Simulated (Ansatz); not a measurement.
## Trial structures of ScGa3Te: starts and ends

These are results of Ansatz 0.2.0, DFT PBE, scalar-relativistic, plane waves, PAW, not measurements. Settings: cutoff 420 eV, Γ-centred meshes spaced at most about 0.3 Å⁻¹, and about 0.25 Å⁻¹ or finer for metals (2π included), Gaussian smearing. Collinear spin in cells that started with moments and kept them past the coarse steps, no spin elsewhere.

Each guess was relaxed in cell and atoms at zero pressure, within the symmetry of its start. All energies are static (0 K, no zero-point motion). Coordination counts Ga or Sc atoms around Te (for each partner element, those within 1.25 times its shortest distance or 1.15 times the sum of covalent radii, where it is the nearest in units of that sum or under 1.3; the shortest distance is added where it is long for a bond).

```csv
guess,made from,start group,V start (Å³/atom),end group,V end (Å³/atom),coordination at the end,gap on mesh (eV),largest moment (μB),E over the lowest end (meV/atom)
1,Sc3TlB type,Pm-3m,21.0,?,?,?,?,?,?
2,GaNi3As type,P-6m2,19.8,P-6m2,24.3,Te 8 from 3.2 Å,0,-,182
3,random cell,P6/mmm,21.3,P6/mmm,30.4,Te 2,0,-,0
4,Tb3AlN type,Pm-3m,22.8,Pm-3m (antiperovskite),30.6,Te 6,0,-,851
```

Guess 1 as it starts:

```
Sc Ga Te
1.0
     4.72106    0.00000    0.00000
     0.00000    4.72106    0.00000
     0.00000    0.00000    4.72106
Sc Ga Te
1 3 1
Direct
  0.50000 0.50000 0.50000
  0.00000 0.50000 0.50000
  0.50000 0.00000 0.50000
  0.50000 0.50000 0.00000
  0.00000 0.00000 0.00000
```

Question: Fill in the missing row: what does this guess relax into, and where does it rank?

Answer: It ends in the antiperovskite type, space group Pm-3m (No. 221), with a = 5.341 Å, 30.5 Å³/atom and no gap, with moments up to 0.5 μB. It lies 0.60 eV/atom over the lowest end, above guess 2 and below guess 4. Counting Ga or Sc atoms around Te, this end has Te 12 from 3.8 Å and the lowest (guess 3) has Te 2.

```yaml
crystal:
  lattice:
    - [5.34061, 0.00000, 0.00000]
    - [0.00000, 5.34061, 0.00000]
    - [0.00000, 0.00000, 5.34061]
  atoms:
    - { symbol: Sc, position: [0.50000, 0.50000, 0.50000] }
    - { symbol: Ga, position: [0.00000, 0.50000, 0.50000] }
    - { symbol: Ga, position: [0.50000, 0.00000, 0.50000] }
    - { symbol: Ga, position: [0.50000, 0.50000, 0.00000] }
    - { symbol: Te, position: [0.00000, 0.00000, 0.00000] }
```

Energies over the elements count from the elements' standard structures at the same level, with no fitted energy shifts.

Question: Is the lowest end bound against the elements?

Answer: Yes: its formation energy is −0.15 eV/atom. It lies below the elements, which doesn't yet make it stable against other compounds or structures.

These runs have no spin–orbit coupling, which can matter for Te. The reference form of Te is held partly by dispersion forces, which this level lacks. The magnetic state reached may not be the lowest. Cells relaxed within their symmetry can be saddle points. A lower structure may well exist outside this small set. Some candidate types were left out of the draw beforehand, so a known form may be missing.
